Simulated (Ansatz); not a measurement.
TaW:
```cif
data_TaW
_chemical_formula_sum 'W1 Ta1'
_space_group_name_H-M_alt 'P 1'
_space_group_IT_number 1
_cell_length_a 3.22689
_cell_length_b 3.22689
_cell_length_c 3.22690
_cell_angle_alpha 90.000
_cell_angle_beta 90.000
_cell_angle_gamma 90.013
loop_
_space_group_symop_operation_xyz
  'x, y, z'
loop_
_atom_site_label
_atom_site_type_symbol
_atom_site_fract_x
_atom_site_fract_y
_atom_site_fract_z
_atom_site_occupancy
W1 W 0.50000 0.50000 0.00000 1
Ta1 Ta 0.00000 0.00000 0.50000 1
```

Relaxed with r²SCAN.

Question: Tabulate the valence density and the electron localisation function along the shortest Ta–Ta contact (3.23 Å), r²SCAN in the plane-wave PAW code Ansatz.

Answer: 

```csv
distance from Ta (Å),density (e/Å³),ELF
0.32,4.69,0.44
0.48,4.43,0.71
0.65,2.96,0.72
0.81,1.42,0.52
0.97,0.60,0.21
1.13,0.34,0.11
1.29,0.25,0.16
1.45,0.23,0.29
1.61,0.23,0.35
1.77,0.23,0.29
1.94,0.25,0.16
2.10,0.34,0.11
2.26,0.60,0.21
2.42,1.42,0.52
2.58,2.96,0.72
2.74,4.43,0.71
2.90,4.69,0.44
```

The density is the valence pseudo-density with augmentation charge, so density and ELF within about 1 Å of a nucleus are not all-electron values.

Space group Pm-3m (CsCl type). The start of the workflow was typed in or built on a structure type; neither database checked (COD, Materials Project) lists it. Its standing as an ambient phase is unchecked. The r²SCAN relaxation kept the symmetry of its start; whether a distortion lowers the energy is not shown. The run is not spin-polarised. Spin–orbit coupling is left out wherever it is not named.

Potentials: the earlier of the program's two PAW sets.
